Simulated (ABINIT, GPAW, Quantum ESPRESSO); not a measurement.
## One calculation of MgSn2N2, 3 ways

```
Sn Mg N
1.0
     3.36055    0.00000    0.00000
     0.00000    3.36055    0.00000
     0.00000    0.00000    8.18839
Sn Mg N
2 1 2
Direct
  0.00000 0.00000 0.30786
  0.00000 0.00000 0.69214
  0.50000 0.50000 0.00000
  0.50000 0.00000 0.84730
  0.00000 0.50000 0.15270
```

The cell comes from a database or a generator and needn't be the stable form of this composition.

Alike in all runs: task single point; functional PBE; k mesh 8 × 8 × 4; occupations fermi-dirac, width 0.05 eV; no spin polarisation; no spin-orbit coupling. A missing gap at this level doesn't show that the real crystal is a metal. Pressure is positive in compression and, in plane waves, holds the error of the finite cutoff.

| program and potentials | plane-wave cutoff (eV) | notes | band gap (eV) | pressure (GPa) | largest force (eV/Å) |
| --- | --- | --- | --- | --- | --- |
| GPAW, GPAW PAW data sets (gpaw-data 1.2.1) | 800 | 9.6 valence electrons an atom on average | no gap | -0.49 | 0.053 |
| Quantum ESPRESSO, SSSP 1.3 efficiency PBE | 816 | 8 valence electrons an atom on average | no gap | 0.13 | 0.166 |
| ABINIT, JTH PAW PBE v2.0 | 707 | 9.6 valence electrons an atom on average | no gap | -0.21 | 0.099 |

Force on atom 4 (N), eV/Å:

| program and potentials | x | y | z |
| --- | --- | --- | --- |
| GPAW, GPAW PAW data sets (gpaw-data 1.2.1) | 0.000 | 0.000 | 0.053 |
| Quantum ESPRESSO, SSSP 1.3 efficiency PBE | 0.000 | 0.000 | 0.166 |
| ABINIT, JTH PAW PBE v2.0 | 0.000 | 0.000 | 0.099 |

None finds a gap. The pressure spans -0.49 (GPAW, GPAW PAW data sets (gpaw-data 1.2.1)) to 0.13 GPa (Quantum ESPRESSO, SSSP 1.3 efficiency PBE).

The functional is the same throughout but for its coding, so the spread measures potentials, basis and numerics; runs on potential files found faulty are left out.
